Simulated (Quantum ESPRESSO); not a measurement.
## Rh3Sn2AgCuTa (input and log of a self-consistent run)

Computed values, not a measurement. The program is pw.x of Quantum ESPRESSO 7.5 (plane-wave density functional theory). The cell is made up: eight metal atoms on a face-centred cubic lattice, with elements, volume, strain and displacements drawn at random and not relaxed, so it may be unstable or far from any real phase. PseudoDojo standard norm-conserving files set the functional (PBE unless stated); there is no spin polarisation or spin-orbit coupling, the Fermi-Dirac width of 0.25 eV means electrons at about 2900 K, and the masses in the input are unused placeholders. The copper pseudopotential is less sure than most, with forces differing by about three percent and pressure by about two GPa from a second method on plain copper. The tin pseudopotential is less sure than most, with forces differing by about three percent from a second method on plain tin. Heavy elements are run without spin-orbit coupling, which real alloys of them have. A spin test at this wide smearing found no moment, but such smearing suppresses magnetism that the real alloy may have.

Input:

```
&control calculation='scf', pseudo_dir='./dojo.nc.sr.pbe.v0_5.standard.upf', outdir='./o', disk_io='minimal', tprnfor=.true., tstress=.true. /
&system ibrav=0, nat=8, ntyp=5, nbnd=78, ecutwfc=92.02030273, nosym=.true., tot_charge=0,
 occupations='smearing', smearing='fd', degauss=0.0183746611
/
&electrons conv_thr=1.470e-08, electron_maxstep=70, mixing_beta=0.5 /
ATOMIC_SPECIES
Ag 1.0 Ag.upf
Cu 1.0 Cu.upf
Rh 1.0 Rh.upf
Sn 1.0 Sn.upf
Ta 1.0 Ta.upf
CELL_PARAMETERS angstrom
0.0454 4.2197 -0.0144
-4.1494 -0.0311 -4.0388
-4.2538 -0.0598 4.1432
ATOMIC_POSITIONS angstrom
Rh 0.0506 0.0148 -0.0382
Sn -2.1089 -0.0334 2.1968
Rh -1.9238 0.0124 -1.7912
Ag -4.2189 0.0237 0.0431
Sn -1.9386 2.2166 -0.0076
Rh -4.4149 2.1031 1.9862
Cu -4.1104 2.1382 -2.097
Ta -6.194 1.9851 0.0503
K_POINTS automatic
6 4 4 1 1 1
```

The log is shortened where brackets say so; the opening notice, blank lines, dates and the lines on written files are dropped, and the path of the files is cut. It prints rydbergs, bohrs and kilobars, and counts compression as positive stress. Its total energy is the free energy E - TS of the whole cell.

```
     Program PWSCF v.7.5
     Parallel version (MPI & OpenMP), running on       4 processor cores
     Number of MPI processes:                 4
     Threads/MPI process:                     1
     [start-up lines left out]
     bravais-lattice index     =            0
     lattice parameter (alat)  =       7.9746  a.u.
     unit-cell volume          =     978.6517 (a.u.)^3
     number of atoms/cell      =            8
     number of atomic types    =            5
     number of electrons       =       130.00
     number of Kohn-Sham states=           78
     kinetic-energy cutoff     =      92.0203  Ry
     charge density cutoff     =     368.0812  Ry
     scf convergence threshold =      1.5E-08
     mixing beta               =       0.5000
     number of iterations used =            8  plain     mixing
     Exchange-correlation= PBE
                           (   1   4   3   4   0   0   0)
     [axes and pseudopotential details left out]
   Cartesian axes
     site n.     atom                  positions (alat units)
         1        Rh     tau(   1) = (   0.0119906   0.0035071  -0.0090522  )
         2        Sn     tau(   2) = (  -0.4997430  -0.0079148   0.5205726  )
         3        Rh     tau(   3) = (  -0.4558801   0.0029384  -0.4244581  )
         4        Ag     tau(   4) = (  -0.9997467   0.0056162   0.0102133  )
         5        Sn     tau(   5) = (  -0.4593873   0.5252645  -0.0018010  )
         6        Rh     tau(   6) = (  -1.0461926   0.4983686   0.4706670  )
         7        Cu     tau(   7) = (  -0.9740356   0.5066862  -0.4969231  )
         8        Ta     tau(   8) = (  -1.4677834   0.4704063   0.0119195  )
     number of k points=    48  Fermi-Dirac smearing, width (Ry)=  0.0184
                       cart. coord. in units 2pi/alat
        k(    1) = (  -0.1264790   0.0846949  -0.0013168), wk =   0.0416667
        k(    2) = (  -0.2504623   0.0864635   0.1260481), wk =   0.0416667
     [further k points left out]
     Dense  grid:   116753 G-vectors     FFT dimensions: (  50,  72,  72)
     Estimated max dynamical RAM per process >     430.71 MB
     Estimated total dynamical RAM >       1.60 GB
     Initial potential from superposition of free atoms
     starting charge     129.9933, renormalised to     130.0000
     Starting wfcs are   78 randomized atomic wfcs
     total cpu time spent up to now is        5.9 secs
     per-process dynamical memory:   320.9 Mb
     Self-consistent Calculation
     iteration #  1     ecut=    92.02 Ry     beta= 0.50
     Davidson diagonalization with overlap
     ethr =  1.00E-02,  avg # of iterations =  5.3
     total cpu time spent up to now is       21.4 secs
     total energy              =   -1835.75519404 Ry
     estimated scf accuracy    <       4.13906064 Ry
     iteration #  2     ecut=    92.02 Ry     beta= 0.50
     Davidson diagonalization with overlap
     ethr =  3.18E-03,  avg # of iterations =  3.0
     total cpu time spent up to now is       36.3 secs
     total energy              =   -1836.67330218 Ry
     estimated scf accuracy    <      18.32130418 Ry
     iteration #  3     ecut=    92.02 Ry     beta= 0.50
     Davidson diagonalization with overlap
     ethr =  3.18E-03,  avg # of iterations =  2.1
     total cpu time spent up to now is       50.1 secs
     total energy              =   -1838.17089813 Ry
     estimated scf accuracy    <       5.21168462 Ry
     iteration #  4     ecut=    92.02 Ry     beta= 0.50
     Davidson diagonalization with overlap
     ethr =  3.18E-03,  avg # of iterations =  1.8
     total cpu time spent up to now is       61.7 secs
     total energy              =   -1838.40930152 Ry
     estimated scf accuracy    <       1.32405051 Ry
     iteration #  5     ecut=    92.02 Ry     beta= 0.50
     Davidson diagonalization with overlap
     ethr =  1.02E-03,  avg # of iterations =  1.2
     total cpu time spent up to now is       72.9 secs
     total energy              =   -1838.39233807 Ry
     estimated scf accuracy    <       0.81285962 Ry
     [iterations 6 to 12 left out]
     iteration # 13     ecut=    92.02 Ry     beta= 0.50
     Davidson diagonalization with overlap
     ethr =  6.54E-08,  avg # of iterations =  2.0
     total cpu time spent up to now is      173.2 secs
     total energy              =   -1838.39309134 Ry
     estimated scf accuracy    <       0.00000092 Ry
     iteration # 14     ecut=    92.02 Ry     beta= 0.50
     Davidson diagonalization with overlap
     ethr =  7.04E-10,  avg # of iterations =  2.7
     total cpu time spent up to now is      186.7 secs
     total energy              =   -1838.39309148 Ry
     estimated scf accuracy    <       0.00000061 Ry
     iteration # 15     ecut=    92.02 Ry     beta= 0.50
     Davidson diagonalization with overlap
     ethr =  4.66E-10,  avg # of iterations =  1.9
     total cpu time spent up to now is      198.2 secs
     total energy              =   -1838.39309154 Ry
     estimated scf accuracy    <       0.00000018 Ry
     iteration # 16     ecut=    92.02 Ry     beta= 0.50
     Davidson diagonalization with overlap
     ethr =  1.39E-10,  avg # of iterations =  2.0
     total cpu time spent up to now is      209.9 secs
     total energy              =   -1838.39309155 Ry
     estimated scf accuracy    <       0.00000012 Ry
     iteration # 17     ecut=    92.02 Ry     beta= 0.50
     Davidson diagonalization with overlap
     ethr =  9.07E-11,  avg # of iterations =  1.0
     total cpu time spent up to now is      220.5 secs
     End of self-consistent calculation
     [lines on levels left out]
!    total energy              =   -1838.39309156 Ry
     estimated scf accuracy    <          5.8E-09 Ry
     smearing contrib. (-TS)   =      -0.10151892 Ry
     internal energy E=F+TS    =   -1838.29157264 Ry
     The total energy is F=E-TS. E is the sum of the following terms:
     one-electron contribution =    -718.49512732 Ry
     hartree contribution      =     436.55659943 Ry
     xc contribution           =    -324.11623368 Ry
     ewald contribution        =   -1232.23681107 Ry
     convergence has been achieved in  17 iterations
     Forces acting on atoms (cartesian axes, Ry/au):
     atom    1 type  3   force =     0.04495760    0.00582819    0.02406938
     atom    2 type  4   force =    -0.01875681   -0.00017723   -0.01634834
     atom    3 type  3   force =    -0.03430188    0.02013486   -0.06890835
     atom    4 type  1   force =     0.01782269   -0.01301176    0.00703621
     atom    5 type  4   force =    -0.00094172   -0.02883918   -0.03558660
     atom    6 type  3   force =     0.02650713   -0.00828647   -0.00549090
     atom    7 type  2   force =     0.01707098   -0.00330054   -0.00460282
     atom    8 type  5   force =    -0.05235800    0.02765212    0.09983143
     Total force =     0.163758     Total SCF correction =     0.000230
     Computing stress (Cartesian axis) and pressure
          total   stress  (Ry/bohr**3)                   (kbar)     P=      -63.38
  -0.00052526  -0.00008845   0.00011445          -77.27      -13.01       16.84
  -0.00008845  -0.00043596   0.00005071          -13.01      -64.13        7.46
   0.00011445   0.00005071  -0.00033136           16.84        7.46      -48.74
     init_run     :      5.56s CPU      5.81s WALL (       1 calls)
     electrons    :    208.36s CPU    214.61s WALL (       1 calls)
     forces       :      2.01s CPU      2.04s WALL (       1 calls)
     stress       :      7.02s CPU      7.20s WALL (       1 calls)
     [timing details left out]
     PWSCF        :   3m43.13s CPU   3m49.85s WALL
     JOB DONE.
```

In other units: free energy -25012.612 eV for the cell, pressure -6.34 GPa, largest force component 2.567 eV/Å in size. The run took 232 s of wall time with four MPI processes on a shared machine (Intel Xeon, 2023 or later, virtual cores), so the time is rough. A rerun of this cell at a higher cutoff and on a denser mesh moved values by no more than 0.003 eV in energy, 0.07 GPa in stress and 0.011 eV/Å in force, and a second program with other atomic files agreed on that cell to 2 % rms in force and 0.5 GPa in pressure.